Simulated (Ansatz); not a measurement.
**Calculated Al-27 nuclear quadrupole resonance for K2Al2O3F2**

Cell: a computed structure from the Materials Project (it need not be an observed phase).

Space group C2/m (No. 12); a = 11.3870, b = 8.2862, c = 6.1868 Å, β = 91.26°.

```
site  Wyckoff  site symmetry       x       y       z
  K1       4i              m  0.8418  0.0000  0.3302
  K2       4i              m  0.6016  0.0000  0.7441
  Al       8j              1  0.6253  0.2991  0.1448
  O9       4e             -1  0.2500  0.7500  0.0000
 O10       4i              m  0.8779  0.0000  0.7668
 O11       4g              2  0.5000  0.2379  0.0000
   F       8j              1  0.6314  0.1851  0.3860
```

One atom of each set is listed; the run and its k-mesh use a cell of 18 atoms with edges of 7.04, 7.04, 6.19 Å.

Method: Kohn–Sham DFT in Ansatz, PBE, plane waves and PAW, scalar-relativistic, 420 eV cutoff, Γ-centred 4×4×4 k-points, Fermi–Dirac smearing 0.02 eV.

Al-27: I = 5/2, Q = 146.6 mb (year-2017 value). Static lattice, zero field.

Q: At which frequencies do the Al-27 NQR lines lie?

A: For I = 5/2 and η = 0 the lines are 3|C_Q|/20 and twice that; η pulls their ratio below 2.

| site | atoms | V_zz (10²¹ V/m²) | C_Q (MHz) | η | line frequencies (MHz) |
| --- | --- | --- | --- | --- | --- |
| Al | 4 | 2.53 | 8.97 | 0.12 | 1.36, 2.68 |

At Al V_zz points along its one bond to F (within 5°).

Hardware: 1 thread of Arm Neoverse V1 (aarch64; 8 cores open to the job, memory cap 2.5 GiB, no GPU), a shared host with a load of 0.2 a core. Wall time 47 s, CPU time 46 s, peak memory 0.73 GiB.
